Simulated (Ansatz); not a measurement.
Values for one crystal, relaxed and computed with LDA (plane waves, PAW; program Ansatz); other levels are named.

- Volume per atom: 14.26 Å³
- Electronic character: metallic (no gap)
- Bulk modulus (Birch–Murnaghan fit): 208 GPa
- Density of states at the Fermi level: 0.19 states/eV per atom (mean over ±0.08 eV)
- Formation energy from the elements (no fitted shifts): -0.51 eV/atom
- Pressure derivative B′: 4.0

### Question
Which compound is it?
A) RuBr3, P6_3/mcm (Ru on 2b, Br on 6g)
B) VN, rock salt
C) TaS2, R-3m (Ta on 3a, S on 6c)
D) P2W, Cmc2_1 (P on 4a, P on 4a, W on 4a)

### Answer
D, P2W, Cmc2_1 (P on 4a, P on 4a, W on 4a)

The workflow started from a Materials Project entry (that database holds measured and hypothetical structures alike); the Crystallography Open Database files this formula in space group No. 36, but the cells were not matched. Whether it is the stable phase at ambient conditions was not checked. Symmetry was held in the LDA relaxation; its stability against distortions is not shown here. No spin polarisation was allowed. The references are the lowest solids computed at this level, not always the standard phases. Spin–orbit coupling is left out wherever it is not named.

Potentials: the later of the program's two PAW sets.
